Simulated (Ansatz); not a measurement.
Relaxation of a relaxed Cu cell stretched uniformly to 115 % of its volume; 1 atom in the cell, which starts as Fm-3m (No. 225), cF4; a = b = c = 3.7497 Å, α = β = γ = 90.00°. Computed with r2SCAN (plane waves to 500 eV, PAW, scalar-relativistic; Ansatz, a first-principles code). Γ-centred k-mesh 15×15×15 on the run's cell (coarser than for final values), Fermi–Dirac smearing 0.05 eV. This is the first round of the run. 

The optimiser's lines from the output (shortened; P is positive under compression):

```
relax step   1: F+E_penalty+E_count = -6631.15308694 eV  Δ(F+E_penalty+E_count) = +0.000e0 eV  max|allowed force component| = 0.000e0 eV/Å  Δτ_max = 0.0000 Å  P = -16.092 GPa  Ω = 13.180 Å³  (8 SCF iters, dr2 threshold 1.00e-7 eV, accepted)
relax step   2: F+E_penalty+E_count = -6631.23904504 eV  Δ(F+E_penalty+E_count) = -8.596e-2 eV  max|allowed force component| = 0.000e0 eV/Å  Δτ_max = 0.0000 Å  P = -7.395 GPa  Ω = 12.057 Å³  (8 SCF iters, dr2 threshold 1.00e-7 eV, accepted)
relax step   3: F+E_penalty+E_count = -6631.25220695 eV  Δ(F+E_penalty+E_count) = -1.316e-2 eV  max|allowed force component| = 0.000e0 eV/Å  Δτ_max = 0.0000 Å  P = +3.125 GPa  Ω = 11.243 Å³  (8 SCF iters, dr2 threshold 1.00e-7 eV, accepted)
relax step   4: F+E_penalty+E_count = -6631.25408668 eV  Δ(F+E_penalty+E_count) = -1.880e-3 eV  max|allowed force component| = 0.000e0 eV/Å  Δτ_max = 0.0000 Å  P = +0.004 GPa  Ω = 11.450 Å³  (7 SCF iters, dr2 threshold 1.00e-7 eV, accepted)
relax step   5: F+E_penalty+E_count = -6631.25367088 eV  Δ(F+E_penalty+E_count) = +4.158e-4 eV  max|allowed force component| = 0.000e0 eV/Å  Δτ_max = 0.0000 Å  P = -0.054 GPa  Ω = 11.450 Å³  stress off target by 5.38e-2 GPa  SCF on the basis re-selected at this cell (its energy is not comparable with the rows above)  (7 SCF iters)
relax step   6: F+E_penalty+E_count = -6631.25367343 eV  Δ(F+E_penalty+E_count) = -2.554e-6 eV  max|allowed force component| = 0.000e0 eV/Å  Δτ_max = 0.0000 Å  P = -0.000 GPa  Ω = 11.447 Å³  (4 SCF iters, dr2 threshold 7.24e-9 eV, accepted)
relax step   7: F+E_penalty+E_count = -6631.25367343 eV  Δ(F+E_penalty+E_count) = -1.275e-9 eV  max|allowed force component| = 0.000e0 eV/Å  Δτ_max = 0.0000 Å  P = -0.001 GPa  Ω = 11.447 Å³  stress off target by 7.11e-4 GPa  SCF on the basis re-selected at this cell (its energy is not comparable with the rows above)  (7 SCF iters)
```

From the first to the last row the energy changes by -0.10 eV/atom and the volume by -13.2 %. The last row is marked as not comparable with the walk above it, whose basis was carried along; it does compare with step 1, since both stand on a basis selected at the nominal cutoff for their own cell.

Later rounds, restarted from the end of this one on a renewed k-mesh, logged 4 more steps and released under 0.01 eV/atom more. The final structure after all rounds: Fm-3m (No. 225), cF4, fcc (Cu type); a = b = c = 3.5790 Å, α = β = γ = 90.00°. Between re-selections the logged energies stand on a plane-wave basis carried along with the cell. No spin polarisation in the result.

The run could not lose the symmetry of its start.
